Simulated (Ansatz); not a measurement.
Cs2KInF6:
```xyz
10
Lattice="0.0000 4.6186 4.6186 4.6186 0.0000 4.6186 4.6186 4.6186 0.0000" Properties=species:S:1:pos:R:3 pbc="T T T"
K      4.6186     4.6186     4.6186
Cs     2.3093     2.3093     2.3093
Cs     6.9278     6.9278     6.9278
In     0.0000     0.0000     0.0000
F      7.1522     4.6186     4.6186
F      2.0849     4.6186     4.6186
F      4.6186     7.1522     4.6186
F      4.6186     2.0849     4.6186
F      4.6186     4.6186     7.1522
F      4.6186     4.6186     2.0849
```

Relaxed with PBEsol. Special points in fractions of this cell's reciprocal vectors: Γ (0.000, 0.000, 0.000); X (0.500, 0.000, 0.500); U (0.625, 0.250, 0.625); K (0.375, 0.375, 0.750); L (0.500, 0.500, 0.500); W (0.500, 0.250, 0.750).

Task: List the band energies nearest the valence-band maximum at these points for PBEsol with spin–orbit coupling (plane waves, PAW; program Ansatz).

Result: In eV from the valence-band maximum; about four levels below and three above (degenerate sets whole), none deeper than 8.9 eV; points with the same levels are listed once.

| k | below | above |
|---|---|---|
| Γ | -0.06 -0.06 -0.06 -0.06 | 5.66 5.66 8.15 8.15 8.15 8.15 |
| X | -0.23 -0.23 -0.08 -0.08 | 6.83 6.83 8.31 8.31 |
| U | -0.12 -0.12 -0.10 -0.10 | 6.89 6.89 8.65 8.65 |
| L | -0.02 -0.02 0.00 0.00 | 6.82 6.82 8.42 8.42 |
| W | -0.14 -0.14 -0.09 -0.09 | 6.90 6.90 8.79 8.79 8.80 8.80 |

Space group Fm-3m. The first step of the workflow began from a Materials Project structure, measured or hypothetical; the Crystallography Open Database copy checked does not list it. Its standing as an ambient phase is unchecked. The PBEsol relaxation kept the symmetry of its start; whether a distortion lowers the energy is not shown.

Potentials: the later of the program's two PAW sets.
